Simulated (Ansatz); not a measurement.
Si$_{2}$MoN$_{4}$:
```
CELL_PARAMETERS angstrom
      2.88715     0.00000     0.00000
     -1.44357     2.50034     0.00000
      0.00000     0.00000    20.82811
ATOMIC_POSITIONS crystal
  Mo 0.33333 0.66667 0.25000
  Mo 0.66667 0.33333 0.75000
  N  0.66667 0.33333 0.30967
  N  0.33333 0.66667 0.80967
  N  0.33333 0.66667 0.69033
  N  0.66667 0.33333 0.19033
  Si 0.66667 0.33333 0.39286
  Si 0.33333 0.66667 0.89286
  Si 0.33333 0.66667 0.60714
  Si 0.66667 0.33333 0.10714
  N  0.00000 0.00000 0.41660
  N  0.00000 0.00000 0.91660
  N  0.00000 0.00000 0.58340
  N  0.00000 0.00000 0.08340
```

Relaxed with r²SCAN+D4.

**Question.** Map the electron localisation function on the plane through (0.333, 0.667, 0.250) spanned by u = [0, 0, 1] and v = [1, -1, 0] in lattice vectors, from plane-wave PAW r²SCAN+D4 (Ansatz code).

**Answer.** x is the fraction of u, y of v (the angle between them is 90°; rows are the nearest grid lines); atoms in the plane: Mo at (0.00, 0.00), Mo at (0.50, 0.33), N at (0.06, 0.33), N at (0.56, 0.00), N at (0.44, 0.00), N at (0.94, 0.33), Si at (0.14, 0.33), Si at (0.64, 0.00), Si at (0.36, 0.00), Si at (0.86, 0.33).
```
|-%-.        ..=-@+.##.+@-=..        .-%-|
|+%:.        ..::@*-##-*@::..        .:%+|
|##.. .:.    :+-:@%####%@:-+:    .:. ..##|
|%=.. :+=-  .+%#:*%%**%%*:#%+.  -=+: ..=%|
|*:   =##*: :#@@=-#%==%#-=@@#: :*##=   :*|
|=.   +%%%= =%@@*.=+--+=.*@@%= =%%%+   .=|
|+:   #*=@* *@+##  .--.  ##+@* *@=*#   :+|
|*-   #+.@# #@.+#   --   #+.@# #@.+#   -*|
|*-   #+:@# #@:+#   --   #+:@# #@:+#   -*|
|+:.  ##*@* *@*##   ::   ##*@* *@*##  .:+|
|=:-: *@@@+ +%%%*   ..   *%%%+ +@@@* :-:=|
|:-*+:*@@%- -#%%+   ..   +%%#- -%@@*:+*-:|
|:+%#==@@#: .+**-   ::   -**+. :#@@==#%+:|
|.*%%#:*%=   :-=. ..++.. .=-:   =%*:#%%*.|
|.#*#@:--:    ..  .:##:.  ..    :--:@#*#.|
|.#:*@:-..        .-%%-.        ..-:@*:#.|
|.#:+@:=..        .-%%-.        ..=:@+:#.|
|.#+#@::..        .:%%:.        ..::@#+#.|
|.-@%#..:.    .:.:+====+:.:.    .:..#%@-.|
|+:##=.:.     ::.+#%::%#+.::     .:.=##:+|
|#+-=:...    .:..#%@==@%#..:.    ...:=-+#|
|##::  .     .:.:@%####%@:.:.     .  ::##|
|+%:.        ..::@*-##-*@::..        .:%+|
|-%-.        ..=-@+.##.+@-=..        .-%-|
```
Scale: ten equal steps from 0.003 (start of ' ') to 0.910 (end of '@'), in the order ' .:-=+*#%@'; x runs from 0.000 to 1.00, y from 0.000 (bottom) to 1.00 (top).

The density is the valence pseudo-density with augmentation charge, so density and ELF within about 1 Å of a nucleus are not all-electron values.

Space group P6_3/mmc. The start of the workflow was typed in or built on a structure type; neither database checked (COD, Materials Project) lists it. Its standing as an ambient phase is unchecked. The r²SCAN+D4 relaxation kept the symmetry of its start; its stability against distortions is not shown here. The workflow began spin-polarised and lost its moments.

Potentials: the earlier of the program's two PAW sets.
